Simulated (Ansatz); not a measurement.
Li:
```
Li
1.0
   -1.68141     1.68141     1.68141
    1.68141    -1.68141     1.68141
    1.68141     1.68141    -1.68141
Li
1
Cartesian
  0.00000   0.00000   0.00000
```

Relaxed with LDA. Special points in fractions of this cell's reciprocal vectors: Γ (0.000, 0.000, 0.000); H (0.500, -0.500, 0.500); N (0.000, 0.000, 0.500); P (0.250, 0.250, 0.250).

Q: List the band energies nearest the Fermi level at these points for plane-wave PAW LDA (Ansatz code).

A: In eV from the Fermi level; about four levels below and three above (degenerate sets whole), none deeper than 8.9 eV; … stands for higher levels left out; points with the same levels are listed once.

```json
[
 {"k": "Γ", "below": "-3.61", "above": "…"},
 {"k": "H", "below": "–", "above": "5.63 5.63 5.63"},
 {"k": "N", "below": "–", "above": "0.18 3.48 10.61"},
 {"k": "P", "below": "–", "above": "3.45 3.45 3.45"}
]
```

Space group Im-3m (bcc (W type)). Symmetry was held in the LDA relaxation.

Potentials: the earlier of the program's two PAW sets. The files were generated under PBE; for other functionals the program regenerates the frozen cores, and for LDA and PBEsol the local potential too.
